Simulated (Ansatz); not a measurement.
CaIn2Au (space group Cmcm)

```
CELL_PARAMETERS angstrom
      2.25043    -5.30492     0.00000
      2.25043     5.30492     0.00000
      0.00000     0.00000     7.42886
ATOMIC_POSITIONS crystal
  Ca 0.92318 0.07682 0.75000
  Ca 0.07682 0.92318 0.25000
  In 0.63390 0.36610 0.94998
  In 0.36610 0.63390 0.05002
  In 0.36610 0.63390 0.44998
  In 0.63390 0.36610 0.55002
  Au 0.20968 0.79032 0.75000
  Au 0.79032 0.20968 0.25000
```

The slice is a (010) plane (indices of the conventional cell) through the point (0.923, 0.077, 0.750) (fractional), spanned by u = [110] and v = [001] in vectors of this cell: u (4.50 Å) and v (7.43 Å, at 90° to u). It covers one period; positions are fractions (u, v).

Calculation: LDA (plane waves to 420 eV, PAW, scalar-relativistic; Ansatz, a program for electronic structure). k mesh 11×11×7. Near the nuclei the fields are pseudised (PAW); where an atom keeps semicore shells as valence, they peak there. CaIn2Au was relaxed with its symmetry unable to fall. Spin-orbit coupling is left out, though Au is heavy.

Three fields on this plane, each scaled to ten steps between its own extremes (0 low, 9 high; the total valence density on a logarithmic scale, the potential cut 8 eV below its top; x marks points blanked near nuclei; v = 0 in the bottom row):

Map A
```
|xxxx30000003xxx|
|xxx6212222126xx|
|xx632344443236x|
|222235677653222|
|0012479xx974210|
|001369xxxx96310|
|01246xxxxxx6421|
|12246xxxxxx6422|
|333458xxxx85433|
|444445788754444|
|654434555543445|
|665433444433456|
|654434555543445|
|444445788754444|
|333458xxxx85433|
|12246xxxxxx6422|
|01246xxxxxx6421|
|001369xxxx96310|
|0012479xx974210|
|222235677653222|
|xx632344443236x|
|xxx6212222126xx|
|xxxx30000003xxx|
|xxxx30000003xxx|
```

Map B
```
|xxxx00344300xxx|
|xxx3037887303xx|
|xx302899998203x|
|000289766798200|
|0038976xx679830|
|347976xxxx67974|
|66896xxxxxx6986|
|77886xxxxxx6887|
|888875xxxx57888|
|888886555568888|
|888887666678888|
|888888777788888|
|888887666678888|
|888886555568888|
|888875xxxx57888|
|77886xxxxxx6887|
|66896xxxxxx6986|
|347976xxxx67974|
|0038976xx679830|
|000289766798200|
|xx302899998203x|
|xxx3037887303xx|
|xxxx00344300xxx|
|xxxx00233200xxx|
```

Map C
```
|xxxx26899862xxx|
|xxx0478998740xx|
|xx035777777530x|
|224565311356542|
|6677510xx015776|
|888730xxxx03788|
|99972xxxxxx2799|
|99973xxxxxx3799|
|999850xxxx05899|
|788874000047888|
|667887544578876|
|567888766788876|
|667887544578876|
|788874000047888|
|999850xxxx05899|
|99973xxxxxx3799|
|99972xxxxxx2799|
|888730xxxx03788|
|6677510xx015776|
|224565311356542|
|xx035777777530x|
|xxx0478998740xx|
|xxxx26899862xxx|
|xxxx16999961xxx|
```

Task: Assign the maps to these fields: electron localisation function (ELF); valence electron density; electrostatic potential energy of an electron, from the cell's mean.

Result: A is the valence electron density; B is the electron localisation function (ELF); C is the electrostatic potential energy of an electron, from the cell's mean.
